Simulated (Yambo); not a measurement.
Material: KLuO2 (space group R-3m, No. 166) under isotropic strain of -1.5 % on all lattice vectors; a = b = c = 6.3343 Å, α = β = γ = 30.23° (4 atoms in the cell). The PBEsol cell relaxed from Materials Project entry mp-1178135 was given an isotropic strain of -1.5 % on all lattice vectors, and the atoms were relaxed again.

With PBEsol (pw.x of Quantum ESPRESSO, ONCV potentials, scalar-relativistic), the gap between the mesh's edge points (Γ → F) is 3.542 eV.

**Question.** Estimate the G0W0 gap between the same points from Yambo (4×4×4 Γ-centred k mesh, bands 2 to 122 and a 8 Ry block in the screening, 122 bands in G with the Bruneval-Gonze terminator, plasmon pole fitted at 27.2 eV).

**Answer.** The correction is 0.679 eV, giving 4.221 eV, 1.2 times the PBEsol value.  Convergence of the G0W0 settings was not tested. The 4f states are in the valence at their DFT position.

The structure is a Materials Project entry; no match was found in the copy of COD used, and its stability was not checked.
